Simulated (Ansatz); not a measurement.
BW:
```
BW
1.0
   -1.55994     1.55994     8.42958
    1.55994    -1.55994     8.42958
    1.55994     1.55994    -8.42958
B W
4 4
Direct
  0.40628   0.90628   0.50000
  0.65628   0.65628   0.00000
  0.34372   0.34372   0.00000
  0.09372   0.59372   0.50000
  0.55306   0.05306   0.50000
  0.80306   0.80306   0.00000
  0.19694   0.19694   0.00000
  0.94694   0.44694   0.50000
```

Relaxed with PBEsol. Special points in fractions of this cell's reciprocal vectors: Γ (0.000, 0.000, 0.000); X (0.000, 0.000, 0.500); P (0.250, 0.250, 0.250); N (0.000, 0.500, 0.000); M (0.500, 0.500, -0.500); S (0.259, 0.741, -0.259); S0 (-0.259, 0.259, 0.259); R (-0.017, 0.017, 0.500); G (0.500, 0.500, -0.017).

**Question.** List the band energies nearest the Fermi level at these points for the program Ansatz at the PBEsol with spin–orbit coupling level (PAW).

**Answer.** In eV from the Fermi level; about four levels below and three above (degenerate sets whole), none deeper than 8.9 eV; points with the same levels are listed once.

```tsv
k	below	above
Γ	-0.75 -0.75 -0.41 -0.41	0.01 0.01 0.31 0.31
X	-3.12 -3.12 -3.12 -3.12	2.22 2.22 2.22 2.22
P	-3.15 -3.15 -3.11 -3.11	2.23 2.23 2.25 2.25
N	-1.11 -1.11 -0.27 -0.27	1.12 1.12 1.23 1.23
M	-0.11 -0.11 -0.11 -0.11	1.04 1.04 1.04 1.04
S	-1.67 -1.67 -1.42 -1.42	0.57 0.57 0.62 0.62
R	-3.14 -3.14 -3.13 -3.13	2.16 2.16 2.21 2.21
```

Space group I4_1/amd. The workflow started from a Materials Project entry (that database holds measured and hypothetical structures alike); the Crystallography Open Database files this formula in space group No. 141, but the cells were not matched. Its standing as an ambient phase is unchecked. The cell was relaxed with PBEsol under the symmetry of its start; its stability against distortions is not shown here. No spin polarisation was allowed.

Potentials: the later of the program's two PAW sets.
